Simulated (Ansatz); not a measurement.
Bi$_{2}$S$_{3}$:
```
CELL_PARAMETERS angstrom
     11.41671     0.00000     0.00000
      0.00000     3.98758     0.00000
      0.00000     0.00000    11.10426
ATOMIC_POSITIONS crystal
  Bi 0.48494 0.25000 0.32575
  Bi 0.01506 0.75000 0.82575
  Bi 0.98494 0.25000 0.17425
  Bi 0.51506 0.75000 0.67425
  Bi 0.34057 0.75000 0.03275
  Bi 0.15943 0.25000 0.53275
  Bi 0.84057 0.75000 0.46725
  Bi 0.65943 0.25000 0.96725
  S  0.28691 0.25000 0.19254
  S  0.21309 0.75000 0.69254
  S  0.78691 0.25000 0.30746
  S  0.71309 0.75000 0.80746
  S  0.54880 0.75000 0.12841
  S  0.95120 0.25000 0.62841
  S  0.04880 0.75000 0.37159
  S  0.45120 0.25000 0.87159
  S  0.37854 0.75000 0.44284
  S  0.12146 0.25000 0.94284
  S  0.87854 0.75000 0.05716
  S  0.62146 0.25000 0.55716
```

Relaxed with r²SCAN+D4. Special points in fractions of this cell's reciprocal vectors: Γ (0.000, 0.000, 0.000); X (0.500, 0.000, 0.000); S (0.500, 0.500, 0.000); Y (0.000, 0.500, 0.000); Z (0.000, 0.000, 0.500); U (0.500, 0.000, 0.500); R (0.500, 0.500, 0.500); T (0.000, 0.500, 0.500).

### Question
List the band energies nearest the valence-band maximum at these points for r²SCAN+D4 in the plane-wave PAW code Ansatz.

### Answer
In eV from the valence-band maximum; about four levels below and three above (degenerate sets whole), none deeper than 8.9 eV; points with the same levels are listed once.

```tsv
k	below	above
Γ	-0.24 -0.20 -0.18 -0.12	1.68 2.06 2.14
X	-0.31 -0.31 -0.02 -0.02	2.09 2.09 2.20 2.20
S	-0.38 -0.38 -0.38 -0.38	2.77 2.77 2.77 2.77
Y	-0.54 -0.54 -0.25 -0.25	2.57 2.57 2.71 2.71
Z	-0.33 -0.33 -0.13 -0.13	1.82 1.82 2.62 2.62
U	-0.25 -0.25 -0.22 -0.22	1.92 1.92 2.56 2.56
R	-0.67 -0.67 -0.67 -0.67	2.54 2.54 2.54 2.54
T	-0.63 -0.63 -0.43 -0.43	2.34 2.34 2.53 2.53
```

Space group Pnma. Symmetry was held in the r²SCAN+D4 relaxation. Scalar-relativistic: spin–orbit coupling is off unless named, which matters more the heavier the elements.

Potentials: the later of the program's two PAW sets.
